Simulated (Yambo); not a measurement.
BSE-type run in Yambo on LiNO$_{3}$ (space group R-3c, No. 167), at zero momentum.

Quantum ESPRESSO step (PBEsol, PseudoDojo standard norm-conserving files, scalar-relativistic):
```
&CONTROL
  calculation = 'nscf'
  pseudo_dir = './pseudo'
  outdir = './out'
/
&SYSTEM
  ibrav = 0
  nat = 10
  ntyp = 3
  ecutwfc = 84.0
  ecutrho = 336.0
  occupations = 'fixed'
  force_symmorphic = .true.
  nbnd = 64
/
&ELECTRONS
  conv_thr = 1e-08
  diago_full_acc = .true.
  diago_thr_init = 1e-08
/
ATOMIC_SPECIES
Li 6.9400 Li.upf
N 14.0070 N.upf
O 15.9990 O.upf
CELL_PARAMETERS angstrom
  2.327500161000   1.343782845000   4.945173000000
 -2.327500161000   1.343782845000   4.945173000000
  0.000000000000  -2.687565689000   4.945173000000
ATOMIC_POSITIONS crystal
Li   0.500000000000   0.500000000000   0.500000000000
Li   0.000000000000   0.000000000000   0.000000000000
N   0.750000000000   0.750000000000   0.750000000000
N   0.250000000000   0.250000000000   0.250000000000
O   0.020230000000   0.479770000000   0.750000000000
O   0.979770000000   0.520230000000   0.250000000000
O   0.750000000000   0.020230000000   0.479770000000
O   0.250000000000   0.979770000000   0.520230000000
O   0.479770000000   0.750000000000   0.020230000000
O   0.520230000000   0.250000000000   0.979770000000
K_POINTS automatic
6 6 6 0 0 0
```

Yambo input:
```
rim_cut
optics
bse
bss
dipoles
em1s
RandQpts= 1000000
RandGvec= 1 Ry
FFTGvecs= 40 Ry
Chimod= "HARTREE"
BSKmod= "SEX"
BSEmod= "resonant"
BSSmod= "hs"
BSENGexx= 15 Ry
BSENGBlk= 3 Ry
% KfnQP_E
 4.072 | 1.0 | 1.0 |
%
% BSEQptR
 1 | 1 |
%
% BSEBands
 17 | 30 |
%
% BEnRange
 0.0 | 14.7 | eV
%
% BDmRange
 0.15 | 0.15 | eV
%
BEnSteps= 294
% BLongDir
 1.0 | 0.0 | 0.0 |
%
BSHayTrs= -0.02
BSSNEig= 24
WRbsWF
% BndsRnXs
 3 | 59 |
%
NGsBlkXs= 3 Ry
% LongDrXs
 1.0 | 1.0 | 1.0 |
%
```

From the report:

The dimension is k points × valence × conduction bands = 216 × 10 × 4 = 8640.
```
   [SLEPC] Approach                          : Krylov-Schur
   [SLEPC] Number of requested eigenvalues   :  24
   [SLEPC] Number of eigenvalues        [NEV]:  24
    [K] Dimension                                    :   8640
    [K] Bands                                        :  17  30
    [K] Exchange res                                 : yes
    [K] Correlation res                              : yes
    [K] W interaction is bare                        : no
    [K] RL vectors exchange                          :   641
    [K] RL vectors correlation                       :   65
    [W] Matrix size                                  :   65
    [W] Bands                                        :    3   59
    [W] Coulomb Cutoff                               : none
    [W] Hxc Kernel                                   : HARTREE
```
Lowest eigenvalues (eV; in brackets the number of states within 2 meV): 3.45 (1), 3.47 (1), 5.17 (2), 5.22 (2), 6.18 (2), 6.20 (2). They depend on the mesh, which isn't converged, and on the G0W0 scissor.

Geometry of the Materials Project entry, not relaxed at this level.

The structure is a Materials Project entry; no match was found in the copy of COD used, and its stability was not checked.
